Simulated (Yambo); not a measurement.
Yambo run on CaZnC2O6 (space group R-3, No. 148). The wavefunctions come from this Quantum ESPRESSO step (PBEsol, PseudoDojo standard norm-conserving files, scalar-relativistic):

```
&CONTROL
  calculation = 'nscf'
  pseudo_dir = './pseudo'
  outdir = './out'
/
&SYSTEM
  ibrav = 0
  nat = 10
  ntyp = 4
  ecutwfc = 84.0
  ecutrho = 336.0
  occupations = 'fixed'
  force_symmorphic = .true.
  nbnd = 138
/
&ELECTRONS
  conv_thr = 1e-08
  diago_full_acc = .true.
  diago_thr_init = 1e-08
/
ATOMIC_SPECIES
C 12.0110 C.upf
O 15.9990 O.upf
Ca 40.0780 Ca.upf
Zn 65.3800 Zn.upf
CELL_PARAMETERS angstrom
  2.433015088000   1.404701916000   5.444040000000
 -2.433015088000   1.404701916000   5.444040000000
  0.000000000000  -2.809403831000   5.444040000000
ATOMIC_POSITIONS crystal
C   0.757460000000   0.757460000000   0.757460000000
C   0.242540000000   0.242540000000   0.242540000000
O   0.726440000000   0.035910000000   0.505260000000
O   0.273560000000   0.964090000000   0.494740000000
O   0.035910000000   0.505260000000   0.726440000000
O   0.964090000000   0.494740000000   0.273560000000
O   0.505260000000   0.726440000000   0.035910000000
O   0.494740000000   0.273560000000   0.964090000000
Ca   0.000000000000   0.000000000000   0.000000000000
Zn   0.500000000000   0.500000000000   0.500000000000
K_POINTS automatic
4 4 4 0 0 0
```

Yambo input:

```
rim_cut
gw0
dyson
el_el_corr
HF_and_locXC
ppa
em1d
RandQpts= 1000000
RandGvec= 1 Ry
EXXRLvcs= 84 Ry
VXCRLvcs= 336 Ry
Chimod= "HARTREE"
% BndsRnXp
 5 | 137 |
%
NGsBlkXp= 6 Ry
% LongDrXp
 1.0 | 1.0 | 1.0 |
%
PPAPntXp= 27.2114 eV
% GbndRnge
 1 | 137 |
%
GTermKind= "BG"
DysSolver= "n"
ExtendOut
% QPkrange
 1 | 1 | 37 | 38 |
 3 | 3 | 37 | 38 |
 7 | 7 | 37 | 38 |
 8 | 8 | 37 | 38 |
 13 | 13 | 37 | 38 |
%
```

k points by index: 1 = Γ, 3 = L, 7 = F, 8 = (0.25, 0.25, 0.25), 13 = Z.

The o-*.qp file then holds:

```
#    K-point    Band    Eo [eV]    E [eV]    E-Eo [eV]    Vxc [eV]    Vnlxc [eV]    Sc|Eo [eV]    Sc|E [eV]    dSc/dw|Eo [eV]    Re(Z)    Im(Z)
#
    1    37    -0.777402    -2.153859    -1.376457    -19.24994    -25.50161    4.543201    4.875212    -6.562427    0.805690    -0.002001
    1    38    4.181902    5.636550    1.454649    -14.92698    -9.842835    -3.358808    -3.629493    -5.063312    0.843117    -0.894194E-3
    3    37    0.000000    -1.319917    -1.319917    -21.36314    -27.59314    4.594945    4.910090    -6.496437    0.807271    -0.001103
    3    38    5.103376    7.100281    1.996905    -15.70131    -9.876217    -3.420995    -3.828183    -5.548405    0.830632    -0.001024
    7    37    -0.167852    -1.495903    -1.328051    -21.18703    -27.38941    4.557401    4.874325    -6.493087    0.807351    -0.001116
    7    38    5.084489    7.056209    1.971719    -15.92866    -10.18169    -3.378122    -3.775254    -5.480508    0.832358    -0.001014
    8    37    -0.877814    -2.267793    -1.389978    -19.09435    -25.32668    4.508933    4.842356    -6.526701    0.806546    -0.001251
    8    38    4.015057    5.535096    1.520039    -14.79622    -9.698336    -3.293199    -3.577849    -5.095482    0.842278    -0.900474E-3
    13    37    -1.032172    -2.462882    -1.430710    -22.98381    -29.06939    4.319145    4.654869    -6.384837    0.809952    -0.001001
    13    38    3.893896    5.455832    1.561936    -14.68622    -9.556327    -3.275193    -3.567954    -5.100102    0.842157    -0.902243E-3
```
(The two width columns are left out.) Convergence of these settings isn't established.

Geometry of the Materials Project entry, not relaxed at this level.

The structure is a Materials Project entry; no match was found in the copy of COD used, and its stability was not checked.
